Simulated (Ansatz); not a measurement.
Here is the system:

Starting cell, ZnO (wurtzite):

```yaml
crystal:
  lattice:
    - [6.47037, 0.00000, 0.00000]
    - [-1.61759, 2.80175, 0.00000]
    - [0.00000, 0.00000, 5.21141]
  atoms:
    - { symbol: Zn, position: [0.33333, 0.33333, 0.00241] }
    - { symbol: Zn, position: [0.83333, 0.33333, 0.00241] }
    - { symbol: Zn, position: [0.16667, 0.66667, 0.50241] }
    - { symbol: Zn, position: [0.66667, 0.66667, 0.50241] }
    - { symbol: O, position: [0.33333, 0.33333, 0.62279] }
    - { symbol: O, position: [0.83333, 0.33333, 0.62279] }
    - { symbol: O, position: [0.16667, 0.66667, 0.12279] }
    - { symbol: O, position: [0.66667, 0.66667, 0.12279] }
```

The atoms are displaced by Q × the pattern below (from a DFPT mode at M = (0.5, 0.0, 0.0), largest move 1; Q in Å), at fixed cell. (q is in reciprocal vectors of the primitive cell; the cell shown is doubled to hold the pattern.)

| atom | x | y | z |
|---|---|---|---|
| Zn1 | 0.792 | 0.457 | -0.405 |
| Zn2 | -0.792 | -0.457 | 0.405 |
| Zn3 | 0.792 | 0.457 | 0.405 |
| Zn4 | -0.792 | -0.457 | -0.405 |
| O5 | 0.057 | 0.033 | 0.132 |
| O6 | -0.057 | -0.033 | -0.132 |
| O7 | 0.057 | 0.033 | -0.132 |
| O8 | -0.057 | -0.033 | 0.132 |

Level of theory: r2SCAN (plane waves to 500 eV, PAW, scalar-relativistic; Ansatz, an electronic-structure program). k mesh 6×12×7 (Γ-centred), Fermi-Dirac smearing 0.05 eV. E stands for the smeared free energy. ZnO was relaxed with its symmetry unable to fall. ΔE is measured from the undisplaced structure.

The scan covers Q from -0.280 to 0.280 Å in 13 points.

Q: Which space group does the distorted structure have?

A: Pmc2_1 (No. 26), lowered from P6_3mc.

Q: What is the energy change at Q = 0.280 Å?

A: 2447 meV/cell.

Q: What harmonic wavenumber does the curvature at Q = 0 give?

A: 256 cm⁻¹.

(For displaced atoms, the force is minus the slope of the energy, and its curvature is a force constant, which sets phonon frequencies.)
